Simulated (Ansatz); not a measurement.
The calculation used DFT r2SCAN, scalar-relativistic, plane waves, PAW in Ansatz.

Structure of B6As:

```
B As
1.0
     3.06613    1.77023    3.96520
    -3.06613    1.77023    3.96520
     0.00000   -3.54046    3.96520
B As
12 2
Direct
  0.01510 0.01510 0.32494
  0.01510 0.32494 0.01510
  0.82174 0.27275 0.82174
  0.82174 0.82174 0.27275
  0.27275 0.82174 0.82174
  0.72725 0.17826 0.17826
  0.17826 0.72725 0.17826
  0.17826 0.17826 0.72725
  0.98490 0.67506 0.98490
  0.98490 0.98490 0.67506
  0.67506 0.98490 0.98490
  0.32494 0.01510 0.01510
  0.60035 0.60035 0.60035
  0.39965 0.39965 0.39965
```

Cutoff 500 eV; k points 6×6×6 on the computed 14-atom cell (Γ-centred); Gaussian smearing, width 0.02 eV; no spin polarisation.

Levels along Γ–T–H2 | H0–L–Γ–S0 | S2–F–Γ, in eV from a zero inside the gap, sorted by energy at each point. Points in fractions of the primitive reciprocal vectors: Γ (0.000 0.000 0.000), T (0.500 0.500 0.500), H2 (0.700 0.300 0.500), H0 (0.500 -0.300 0.300), L (0.500 0.000 0.000), S0 (0.400 -0.400 0.000), S2 (0.600 0.000 0.400), F (0.500 0.000 0.500).
```
point k (1/Å, with 2π) band 30  band 31  band 32  band 33  band 34  band 35  band 36
    Γ             0.000    -1.66    -1.66    -1.52    -1.52     3.35     3.65     3.65
    -             0.396    -2.80    -2.68    -1.91    -1.91     1.83     3.12     3.59
    T             0.792    -2.29    -2.27    -2.27    -1.44     1.53     2.52     2.60
    -             0.998    -2.52    -2.45    -2.30    -1.66     2.09     2.54     2.86
   H2             1.203    -2.81    -2.73    -2.70    -2.19     2.62     2.83     3.38
   H0             1.203    -2.81    -2.73    -2.70    -2.19     2.62     2.83     3.38
    -             1.510    -3.06    -2.66    -2.16    -2.03     2.04     2.94     3.67
    L             1.817    -2.86    -2.85    -2.61    -1.55     1.44     3.05     3.53
    -             2.141    -2.53    -2.07    -2.03    -1.51     2.67     3.42     4.07
    Γ             2.465    -1.66    -1.66    -1.52    -1.52     3.35     3.65     3.65
    -             2.874    -2.61    -2.33    -2.19    -1.61     3.08     3.67     4.05
   S0             3.284    -2.90    -2.79    -2.35    -1.71     2.31     2.78     3.67
   S2             3.284    -2.90    -2.79    -2.35    -1.71     2.31     2.78     3.67
    -             3.387    -3.08    -2.58    -2.21    -1.72     2.24     3.09     3.70
    F             3.489    -3.09    -2.47    -2.17    -1.73     2.25     3.32     3.64
    -             3.886    -2.76    -2.69    -1.72    -1.71     2.42     3.44     3.60
    Γ             4.282    -1.66    -1.66    -1.52    -1.52     3.35     3.65     3.65
```

Cost: 1 run of about 1.3 core-minutes, on Oxide Virtual Turin-like Processor (Zen 5) (shared hosts).